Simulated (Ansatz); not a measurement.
# TiO2: gradients before and after relaxing the atoms

Start: a structure deposited in the COD, taken as it stands.

Space group I4_1/amd:1 (No. 141); a = 3.7842, c = 9.5146 Å.

```csv
site,Wyckoff,site symmetry,x,y,z
Ti,4a,-4m2,0.0000,0.0000,0.0000
O,8e,2mm.,0.0000,0.0000,0.2081
```

One atom of each set is listed; the run and its k-mesh use a cell of 6 atoms with edges of 5.46, 5.46, 5.46 Å.

All values are calculated (Ansatz; DFT, PBE, plane waves and PAW, scalar-relativistic, 420 eV cutoff, Γ-centred 11×11×11 k-points, Fermi–Dirac smearing 0.02 eV), not measured.

The largest force at the start is 0.10 eV/Å. Relaxing the ions at fixed cell moves them by 0.007 Å at most (atom 4, O) and 0.005 Å rms. End positions:

Ti (0.0000, 0.0000, 0.0000)
O (0.0000, 0.0000, 0.2088)

```json
{"site": "Ti", "moved (Å)": "0.000", "first shell before": "6 O at 1.93–1.98 Å", "first shell after": "6 O at 1.93–1.99 Å", "V_zz before (10²¹ V/m²)": "0.80", "η before": "0.00"}
{"site": "O", "moved (Å)": "0.007", "first shell before": "3 Ti at 1.93–1.98 Å", "first shell after": "3 Ti at 1.93–1.99 Å", "V_zz before (10²¹ V/m²)": "1.86", "η before": "0.38"}
```

**Question.** How do the gradients change?

**Answer.** 

| site | V_zz after | η after | change of V_zz |
| --- | --- | --- | --- |
| Ti | 1.23 | 0.00 | +0.43 |
| O | 1.85 | 0.50 | -0.01 |

The largest change of V_zz is on Ti, from 0.80 to 1.23. In per cent, |V_zz| changes by +54 on Ti, 0 on O (all sites that start above 0.5).

Before: At this cell the PBE pressure is 5 GPa, so with PBE the cell would grow if it were relaxed.
After: At this cell the principal stresses reach 5 GPa in size with PBE, which can matter for small gradients.
